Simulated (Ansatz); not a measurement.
Method: r2SCAN, no spin polarisation; PAW, plane waves to 500 eV, 6×6×6 Γ-centred mesh, fermi-dirac occupations (width 0.1 eV) (Ansatz 0.2.0), atoms fixed.

Computed maps in the lattice plane spanned by a (left to right, 6.42 Å, 19 points from zero) and b (bottom to top, 6.42 Å, 19 points from zero), 90° apart, at height 0.000 along c. The fields are smooth PAW ones with compensation charges, not the true ones near nuclei.

Valence density. Digits on a logarithmic scale: 0 up to 0.03 e/Å³, each further digit a factor of 1.6, 9 from 1.3 e/Å³ up:
```
9997421000000124799
9985421100000124589
7754332100001223457
4443332211111233344
2222333222222233322
1112223345543332211
0001123578875322110
0000124799997421000
0000125897798521000
0000125897798521000
0000124799997421000
0011223578875321100
1112233345543322211
2223332222222333222
4443332111112233344
7754322100001233457
9985421000001124589
9997421000000124799
9997421000000124799
```

ELF. Ten even steps from '0' (0.01) to '9' (0.86):
```
6653210000000012356
5542222100000111245
3322233200001232223
2212343100001343222
1113442111100144321
0012311157741123320
0001101699996111210
0000004999999510000
0000017995599710000
0000017995599710000
0000015999999400000
0012111699996101100
0023321147751113210
1123441001111244311
2222343100001343212
3322232100002332223
5542111000001222245
6653210000000012356
9653210000000012356
```

Problem. The cell is HgI4Cl2. Which atoms lie within 0.2 Å of this plane, and where (fractions of a and b)?

Solution. Hg at (0.00, 0.00), Cl at (0.50, 0.50). The whole cell:
```
CELL_PARAMETERS angstrom
0.00000 6.42406 0.00000
6.42406 0.00000 0.00000
3.21203 3.21203 -6.42355
ATOMIC_POSITIONS crystal
Hg 0.00000 0.00000 0.00000
Cl 0.50000 0.50000 0.00000
I 0.37000 0.39000 0.74000
I 0.61000 0.11000 0.26000
I 0.89000 0.87000 0.74000
I 0.13000 0.63000 0.26000
Cl 0.75000 0.25000 0.50000
```

Origin: a known structure type with other elements, at an estimated volume, so it need not be a known compound. Caveats: many states at the Fermi level without spin polarisation, so a magnetic state may lie lower.
